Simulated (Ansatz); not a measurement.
Name crystals whose computed values (LDA (plane waves, PAW; program Ansatz)) fall in these windows: electron conductivity mass (mₑ) 0.53 to 0.67; gap (eV) 0.097 to 0.13.



```
crystal                          electron conductivity mass (mₑ)  gap (eV)
-------------------------------  -------------------------------  --------
Ag2O, Pn-3m (Ag on 4c, O on 2a)                             0.59      0.11
```
Others may fit too.

Unstable at this level: Ag2O, Pn-3m (Ag on 4c, O on 2a). The cell was relaxed under the symmetry of its start. Rows with no word on spin ran without spin polarisation. Spin–orbit coupling is left out wherever it is not named.

Potentials: the later of the program's two PAW sets.
